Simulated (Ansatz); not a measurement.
A geometry of Nb away from equilibrium: the start of the relaxation of a relaxed Nb cell displaced along its unstable phonon at q = (½, 0, 0) of its primitive reciprocal cell (126i cm⁻¹), largest move 0.15 Å. Calculation: PBEsol (plane waves to 420 eV, PAW, scalar-relativistic; Ansatz, a quantum-chemistry and plane-wave program). Γ-centred k-mesh 6×12×12 on the run's cell (coarser than for final values), Fermi–Dirac smearing 0.05 eV.

```xyz
2
Lattice="5.3704 0.0000 0.0000 0.0000 2.6852 0.0000 0.0000 0.0000 2.6852" Properties=species:S:1:pos:R:3:forces:R:3 pbc="T T T" free_energy=-8989.003 pressure_GPa=-0.6
Nb     0.0000     0.0000     0.1500    0.0000    0.0000    0.6809
Nb     2.6852     0.0000    -0.1500    0.0000    0.0000   -0.6809
```

Positions in Å, forces in eV/Å, free energy of the cell in eV (comparable only within this code, potentials and settings). Largest force: 0.68 eV/Å, on Nb1, Nb2 (atoms numbered as listed); the geometry lies 0.31 eV/atom above the end of its relaxation.

No spin polarisation in the result.

The run could not lose the symmetry of its start: the end is stationary, and may be a saddle point rather than a minimum.

The end of the path is a generated cell of Nb: the first start was made by placing the elements on the sites of a structure type, and the end was not matched to a known phase here, so it may be hypothetical. Known forms of Nb include space group No. 229.
